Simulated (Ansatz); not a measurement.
La2In in space group P6_3/mmc (No. 194; La on 2a, La on 2d, In on 2c), the program Ansatz at the PBE level (PAW), all energies at zero smearing, with the estimated change up to a 700 eV cutoff added, with one set of potentials and settings (totals compare only within such a set). Cell of 6 atoms (4 La, 2 In): -36199.235 eV.

```
element                reference phase  E (eV/atom)
-------  -----------------------------  -----------
La       P6_3/mmc, 4 atoms in the cell   -6250.3045
In         I4/mmm, 1 atoms in the cell   -5597.9156
```

Formation energy per atom, worked out: (-36199.235 − 4×(-6250.3045) − 2×(-5597.9156))/6 = -0.364 eV/atom (-35 kJ per mol of atoms), at 0 K, without zero-point energy or fitted corrections.

The first step of the workflow began from a Materials Project structure, measured or hypothetical; the Crystallography Open Database copy checked does not list it. With La and In taken as one species the cell has the higher symmetry P6/mmm, so it may be an ordered model of a mixed-site phase. Its standing as an ambient phase is unchecked. The cell was relaxed with PBE under the symmetry of its start; its stability against distortions is not shown here. The workflow began spin-polarised and lost its moments. The references are the lowest solids computed at this level, not always the standard phases. Spin–orbit coupling is left out wherever it is not named.

Potentials: the earlier of the program's two PAW sets.
